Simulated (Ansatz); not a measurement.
TiAl, in the lowest among the structures calculated here: P4/mmm (No. 123), tP2, AFLOW prototype AB_tP2_123_a_d (L1_0, as in CuAu); a = b = 2.813 Å, c = 4.059 Å, α = β = γ = 90.00°; Al 1c (0.500, 0.500, 0.000); Ti 1b (0.000, 0.000, 0.500). Level of theory: r2SCAN (plane waves to 500 eV, PAW, scalar-relativistic; Ansatz, a program for electronic structure). Element references, the lowest calculated here: Ti (P6/mmm, not the ambient form), Al (Fm-3m).

Total energies (eV/atom, σ → 0; comparable only within this code, potentials and settings):

| phase | E (eV/atom) |
|---|---|
| TiAl (P4/mmm) | -1522.845 |
| Ti (P6/mmm) | -2504.390 |
| Al (Fm-3m) | -540.413 |
| Ti3Al (P6₃/mmc) | -2013.691 |
| TiAl3 (I4/mmm) | -1031.838 |

### Question
What is the formation energy of this P4/mmm form of TiAl from the elements?

### Answer
E_f = -1522.845 − [1 × (-2504.390) + 1 × (-540.413)] / 2 = -0.44 eV/atom (-0.9 eV per formula unit).

### Question
Is it stable against the other phases calculated?

### Answer
Yes: the most favourable decomposition, TiAl → 0.25 Ti3Al + 0.25 TiAl3 (Ti3Al P6₃/mmc, TiAl3 I4/mmm), costs 0.08 eV/atom.

### Question
Over what range of chemical potentials is TiAl stable among the phases calculated here? Give the corners of its window as Δμ = μ − μ(element).

### Answer
```tsv
in equilibrium with	Δμ(Al) (eV)	Δμ(Ti) (eV)
Ti3Al	-0.74	-0.15
TiAl3	-0.42	-0.47
```

At every corner Σ nΔμ equals the formation energy, about -0.9 eV per formula unit; the corners carry the error of several atoms' energies, a few 0.01 eV.

Hull of the energies calculated here, no anion corrections, zero temperature, no zero-point energy; an uncalculated phase could lie lower. Values are rounded to 0.01 eV/atom. The compounds carry no spin polarisation.
